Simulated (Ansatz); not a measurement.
An Ansatz (an electronic-structure program) run. Input:

Ansatz 0.2 input:
```yaml
crystal:
  lattice:
    - [5.9610592917, 0.0, 0.0]
    - [0.0, 5.9610592917, 0.0]
    - [0.0, 0.0, 5.9610592917]
  atoms:
    - { symbol: Ta, position: [0.0, 0.0, 0.0] }
    - { symbol: Cu, position: [0.0, 0.5, 0.0] }
    - { symbol: Cu, position: [0.5, 0.0, 0.0] }
    - { symbol: Cu, position: [0.0, 0.0, 0.5] }
    - { symbol: Te, position: [0.2564368125, 0.7435631875, 0.7435631875] }
    - { symbol: Te, position: [0.7435631875, 0.7435631875, 0.2564368125] }
    - { symbol: Te, position: [0.7435631875, 0.2564368125, 0.7435631875] }
    - { symbol: Te, position: [0.2564368125, 0.2564368125, 0.2564368125] }
kpoints:
  mp_grid: { grid: [5, 5, 5] }
hamiltonian:
  xc: r2scan
  pseudopotentials: { kind: paw }
scf:
  occupations: { method: fixed }
checkpoint: { read: static.run }
output: { write_density: true, elf: true, volumetric_format: npy }
basis: { fft_grid_basis: typed }
```

Output (shortened):

```
Pseudopotential: Ta, paw, valence charge 13
Pseudopotential: Cu, paw, valence charge 19
Pseudopotential: Te, paw, valence charge 16
Functional definition: r2SCAN
Crystal: 8 atoms, lattice volume = 211.822 Å³
Basis set: ecut = 500 eV, 5449 PW (Γ), exchange–correlation on 180×180×180 points (64 copies of the dense FFT grid, shifted against one another)
Bands: 81, of which v1, the nominal top of the filled ones, is band 67 counted from 1 (66 counted from 0)
Symmetry: 24 space group operations
Space group: P-43m (ITA 215), of the structure as read, at distance tolerance 6.0e-5 Å
k-points: 10 of 125 (time reversal used)
Stability of the state it starts from, as read at its close in the unpolarized treatment …
iter 1 solved again at ethr=2.49e-7 eV; its pass at ethr=3.10e-3 eV (dr2=3.34e-4 eV) is discarded
SCF iter   1: F=—  HF=-57819.931175 eV  |F-HF|=—  |Δ(HF+E_count)|=         —  Δρ=1.67e-6  dr2=3.29e-9  dr2_τ=2.41e-10  ethr=2.49e-7  ⟨swp⟩=3.8  Hψ=4579  notcnv=0  defer=119
preconditioner: auto → Resta (q_TF=auto, 2.528 Å⁻¹)
SCF iter   2: F=—  HF=-57819.931109 eV  |F-HF|=—  |Δ(HF+E_count)|=   6.67e-5  Δρ=1.02e-6  dr2=1.27e-9  dr2_τ=2.40e-10  ethr=2.45e-12  ⟨swp⟩=12.7  Hψ=4487  notcnv=0
SCF iter   3: F=-57819.931109 eV  HF=-57819.931109 eV  |F-HF|=5.24e-10  |Δ(HF+E_count)|=  5.82e-10  Δρ=5.43e-7  dr2=4.02e-10  dr2_τ=3.83e-11  ethr=1.00e-12  ⟨swp⟩=1.0  Hψ=2112  notcnv=0
SCF 1 converged in 3 iterations: F = -57819.931109 eV  dr2 = 4.02e-10
SCF converged after 3 iterations
Free energy (F): -57819.931109 eV
Harris-Foulkes:  -57819.931109 eV  (|F-HF|=5.24e-10)
Internal energy: -57819.931109 eV  (E = F + TS)
E sigma→0 (E₀):  -57819.931109 eV
Fermi energy:    8.835723 eV
--- Per-component energies (eV) ---
  E_band       = -2865.255166
  E_kinetic    = 1986.698005
  E_local      = -24543.930513  (includes V_loc(G=0)·N_el)
  E_nonlocal   = -23.476280
  E_hartree    = 11938.479276
  E_xc         = -913.114973
  E_vxc        = -1037.436282  (∫ρ·V_xc dr)
  E_paw        = -32219.285969  (= ΣΔE_a)
  E_vpaw       = -3189.013651  (= ΣTr[D̂ρ^β])
  E_aug_tail   = 0.000386  (compensation charges beyond the density's cutoff)
  E_vtau       = 64.943764  (kinetic-family band-sum trace: ∫τ·v_τ [+ j·A + Jᵃ·Aᵃ] dr)
  E_ewald      = -14044.780859
  E_core_change = -0.520182  (= ΣΔE_core)
  E_smearing   =  0.000000  (= −TS)
  E_closure    =  0.000000  (closes the sum)
  Σ components = -57819.931109   (vs F -57819.931109, Δ=0.00e0)
  [band-id]    e_kinetic+e_local+e_nonlocal+2·e_hartree+e_vxc+e_vpaw+e_augmentation_tail+e_vtau = -2865.256020   (vs E_band -2865.255166, Δ=-8.54e-4)
--- Band table (eV; the first three rows and the last of 10) ---
  k-point 0: bands = ["-106.9438", "-106.9438", "-106.9438", "-62.8095", "-62.8095", "-62.8095", "-62.7662", "-62.7662", "-62.7662", "-62.7661", "-62.7661", "-62.7661", "-61.0813", "-28.3570", "-28.3570", "-28.3570", "-28.3310", "-28.3310", "-28.3288", …
  k-point 1: bands = ["-106.9438", "-106.9438", "-106.9438", "-62.8095", "-62.8095", "-62.8095", "-62.7662", "-62.7662", "-62.7662", "-62.7661", "-62.7661", "-62.7661", "-61.0812", "-28.3574", "-28.3568", "-28.3568", "-28.3308", "-28.3306", "-28.3290", …
  k-point 2: bands = ["-106.9438", "-106.9438", "-106.9438", "-62.8095", "-62.8095", "-62.8095", "-62.7662", "-62.7662", "-62.7662", "-62.7661", "-62.7661", "-62.7661", "-61.0812", "-28.3580", "-28.3566", "-28.3566", "-28.3303", "-28.3296", "-28.3296", …
  k-point 9: bands = ["-106.9438", "-106.9438", "-106.9438", "-62.8097", "-62.8095", "-62.8095", "-62.7662", "-62.7662", "-62.7662", "-62.7661", "-62.7661", "-62.7661", "-61.0811", "-28.3573", "-28.3571", "-28.3571", "-28.3294", "-28.3294", "-28.3291", …
```

Cost: about 20 core-seconds (a rough figure) on shared cores.

The workflow started from a Materials Project entry (that database holds measured and hypothetical structures alike); the Crystallography Open Database copy checked does not list it. Whether it is the stable phase at ambient conditions was not checked. The cell was relaxed with r²SCAN under the symmetry of its start; its stability against distortions is not shown here. No spin polarisation was allowed. Scalar-relativistic: spin–orbit coupling is off unless named, which matters more the heavier the elements.

Potentials: the later of the program's two PAW sets.

Ansatz is a plane-wave DFT program.
